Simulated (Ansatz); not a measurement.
Relaxed ZnSe (zinc blende):

```xyz
4
Lattice="0.0000 5.6661 5.6661 2.8330 0.0000 2.8330 2.8330 2.8330 0.0000" Properties=species:S:1:pos:R:3 pbc="T T T"
Se     4.2496     4.2496     4.2496
Se     4.2496     7.0826     7.0826
Zn     0.0000     0.0000     0.0000
Zn     2.8330     2.8330     5.6661
```

A phonon eigenvector at L = (0.5, 0.0, 0.0) is frozen into this cell: atom i moves by Q times the vector below, so Q is the largest atomic displacement, in Å. The cell is held. It is one choice among 2 degenerate patterns. (q is in reciprocal vectors of the primitive cell; the cell shown is doubled to hold the pattern.)

| atom | x | y | z |
|---|---|---|---|
| Se1 | -0.248 | 0.453 | -0.701 |
| Se2 | 0.248 | -0.453 | 0.701 |
| Zn3 | 0.285 | -0.520 | 0.805 |
| Zn4 | -0.285 | 0.520 | -0.805 |

Method: r2SCAN (plane waves to 500 eV, PAW, scalar-relativistic; Ansatz, a first-principles code). k mesh 5×10×10 (Γ-centred), Fermi-Dirac smearing 0.05 eV. Energies are smeared free energies. Compression counts positive. The PAW data are Ansatz's earlier set. ZnSe was relaxed with its symmetry unable to fall. ΔE is measured from the undisplaced structure.

| Q (Å) | P (GPa) | ΔE (eV/cell) | −dE/dQ from forces (eV/Å) |
|---|---|---|---|
| -0.180 | -0.25 | [?] | 0.543 |
| -0.150 | -0.18 | 0.0325 | 0.444 |
| -0.120 | -0.12 | 0.0206 | 0.349 |
| -0.090 | -0.07 | 0.0115 | 0.258 |
| -0.060 | -0.03 | 0.0051 | 0.171 |
| -0.030 | -0.01 | [?] | 0.085 |
| 0.000 | 0.00 | 0.0000 | 0.000 |
| 0.030 | -0.01 | [?] | -0.085 |
| 0.060 | -0.03 | 0.0051 | -0.171 |
| 0.090 | -0.07 | 0.0115 | -0.258 |
| 0.120 | -0.12 | 0.0206 | -0.349 |
| 0.150 | -0.18 | 0.0325 | -0.444 |
| 0.180 | -0.25 | [?] | -0.543 |

Question: Fill in the missing entries.

Answer: 
- -0.180, ΔE (eV/cell): 0.0473
- -0.030, ΔE (eV/cell): 0.0013
- 0.030, ΔE (eV/cell): 0.0013
- 0.180, ΔE (eV/cell): 0.0473

(A displaced cell: forces are minus the slopes of the energy, force constants its curvatures, and phonons follow from these.)
